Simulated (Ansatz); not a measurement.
Zr2AlC in space group P6_3/mmc (No. 194; Zr on 4f, Al on 2d, C on 2a) under volume change, PBEsol in the plane-wave PAW code Ansatz, shape and atoms relaxed at each volume.

| V (Å³/atom) | E − E(relaxed) (meV/atom) | P (GPa) |
|---|---|---|
| 15.476 | (withheld) | (withheld) |
| 15.986 | 28.1 | 9.30 |
| 16.496 | 6.7 | 4.29 |
| 17.006 | 0.0 | 0.00 |
| 17.516 | (withheld) | (withheld) |
| 18.026 | 22.7 | -6.77 |
| 18.537 | 48.6 | -9.41 |

Fill in the missing entries.


- 17.516, E − E(relaxed) (meV/atom): 6.0
- 17.516, P (GPa): -3.66
- 15.476, E − E(relaxed) (meV/atom): 66.8
- 15.476, P (GPa): 15.14

What does a third-order Birch–Murnaghan fit give for V₀, B₀ and B′?

V₀ = 17.01 Å³/atom, B₀ = 131 GPa, B′ = 4.2.

The first step of the workflow began from a Materials Project structure, measured or hypothetical; the Crystallography Open Database copy checked does not list it. Its standing as an ambient phase is unchecked. The PBEsol relaxation kept the symmetry of its start; its stability against distortions is not shown here. No spin polarisation was allowed.

Potentials: the later of the program's two PAW sets.
